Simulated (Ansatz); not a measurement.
Comparing deformations in RbMgSbO₃

Theory: DFT r2SCAN, scalar-relativistic, plane waves, PAW (Ansatz). Settings: plane waves to 500 eV, k-mesh 6×6×6 (Γ-centred), Gaussian smearing 0.05 eV. No spin polarisation. Energies are free energies at this smearing, counted from the undisturbed cell; pressure is positive in compression.

The starting cell (relaxed at this level; it needn't be the usual structure):

```
Rb Mg Sb O
1.0
     3.09146    1.78485    4.01866
    -3.09146    1.78485    4.01866
     0.00000   -3.56971    4.01866
Rb Mg Sb O
1 1 1 3
Direct
  0.87798 0.87798 0.87798
  0.33197 0.33197 0.33197
  0.57549 0.57549 0.57549
  0.49459 0.49459 0.96587
  0.96587 0.49459 0.49459
  0.49459 0.96587 0.49459
```

The cell is strained by ε times a Voigt pattern (xx, yy, zz, yz, xz, xy; engineering shear) with fractional coordinates fixed. τ = (1/V0) dE/dε comes from the stress tensor. Of each scan, only the three points used here are listed.

| pattern | ε | τ (GPa) |
| --- | --- | --- |
| (0, 0, 1, 0, 0, 0) | -0.0100 | -0.75 |
| (0, 0, 1, 0, 0, 0) | 0.0000 | 0.00 |
| (0, 0, 1, 0, 0, 0) | 0.0050 | 0.35 |
| (1, 1, 0, 0, 0, 0) | -0.0200 | -9.54 |
| (1, 1, 0, 0, 0, 0) | 0.0000 | 0.01 |
| (1, 1, 0, 0, 0, 0) | 0.0100 | 4.22 |

Question: Which constants do the scans give, and which deformation costs least for the same size of strain tensor?

Answer: The slope dτ/dε at zero (parabola through three points) is pᵀCp: (0, 0, 1, 0, 0, 0) gives C33 = 72 GPa; (1, 1, 0, 0, 0, 0) gives C11 + C22 + 2 C12 = 440 GPa. The size of the strain tensor, ε:ε, is ε² times 1.0, 2.0. Per unit of it the stiffnesses are 72, 220 GPa, so (0, 0, 1, 0, 0, 0) is the softest of these: at ε:ε = (1 %)² the quadratic term costs 0.50 meV/atom against 1.52 for the stiffest. These are clamped-ion values.

Forces appear on the atoms along this scan, and letting them relax would lower the energy and soften the response.

Cost: 9 runs of about 4.6 core-minutes in all, on Arm Neoverse V1 (shared hosts).